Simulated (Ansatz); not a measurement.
A geometry of Mo away from equilibrium: step 2 of the relaxation of a relaxed Mo cell displaced along its unstable phonon at q = (½, 0, 0) of its primitive reciprocal cell (173i cm⁻¹), largest move 0.15 Å. Computed with PBEsol (plane waves to 420 eV, PAW, scalar-relativistic; Ansatz, a program for electronic structure). Γ-centred k-mesh 4×8×13 on the run's cell (coarser than for final values), Fermi–Dirac smearing 0.05 eV.

```xyz
6
Lattice="9.1914 0.0516 0.0000 -2.2755 3.9413 0.0000 0.0000 0.0000 2.5561" Properties=species:S:1:pos:R:3:forces:R:3 pbc="T T T" free_energy=-29383.873 pressure_GPa=0.6
Mo     0.0000     0.0000    -0.0200    0.0000    0.0000   -0.0319
Mo     2.3202     3.9671     0.0200    0.0000    0.0000    0.0319
Mo     0.0370     2.6489     0.9281    0.1630    0.0941   -0.4992
Mo     4.6327     2.6747     1.6280    0.1630    0.0941    0.4992
Mo     2.2832     1.3182     1.6280   -0.1630   -0.0941    0.4992
Mo     6.8789     1.3440     0.9281   -0.1630   -0.0941   -0.4992
```

Positions in Å, forces in eV/Å, free energy of the cell in eV (comparable only within this code, potentials and settings). Largest force: 0.53 eV/Å, on Mo3, Mo4, Mo5, Mo6 (atoms numbered as listed); the geometry lies 0.04 eV/atom above the end of its relaxation.

No spin polarisation in the result.

The run could not lose the symmetry of its start, so the end can be a saddle point.

The end of the path is a generated cell of Mo: the first start was made by placing the elements on the sites of a structure type, and the end was not matched to a known phase here, so it may be hypothetical. Known forms of Mo include space group No. 229.
